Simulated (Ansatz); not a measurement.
# 33S NMR of the central transition in MoS2

Cell: a Materials Project structure (computed, not necessarily an observed phase) whose atoms were relaxed with PBE, the cell held.

Space group P6_3/mmc (No. 194); a = 3.1854, c = 13.1784 Å, γ = 120.00°.

```
site  Wyckoff  site symmetry       x       y       z
  Mo       2b           -6m2  0.0000  0.0000  0.2500
   S       4f            3m.  0.3333  0.6667  0.3684
```

One atom of each set is listed.

The numbers come from a DFT calculation in Ansatz (PBE, plane waves and PAW, scalar-relativistic, collinear spin, 420 eV cutoff, Γ-centred 11×11×3 k-points, Fermi–Dirac smearing 0.02 eV). Start moments as typed (μB): 2 on each Mo, none on the rest.

33S has I = 3/2 and Q = -69.40 mb (Pyykkö 2018); at 21.1 T its Larmor frequency is ν₀ = 69.0 MHz. Only the quadrupole interaction is simulated: positions count from each site's isotropic chemical shift, and shift anisotropy, dipolar and J coupling are left out.

(1) Give C_Q, η, the quadrupolar product P_Q = |C_Q|(1 + η²/3)^½, the second-order isotropic shift and the breadth of the pattern (static powder) for each S site.

Answers

(1) 

```
site     first shell  C_Q (MHz)     η  P_Q (MHz)  δ_QIS (ppm)  breadth (kHz)
   S  3 Mo at 2.41 Å       9.39  0.00       9.39         -462            166
```

δ_QIS = −(ν_Q²/30ν₀²)[I(I+1) − 3/4](1 + η²/3) × 10⁶ ppm with ν_Q = 3|C_Q|/[2I(2I−1)]; it falls as 1/B₀² in ppm, and the breadth as 1/B₀ in kHz.

An axis of threefold or higher order runs through S, so V_zz lies along it and η is zero.

Without spin–orbit coupling (the program notes it for Mo) the gradients are little affected as a rule: paired runs on crystals with a gap mostly move them by under 2 % at such atoms. The start moments die out, and the run ends without spin.
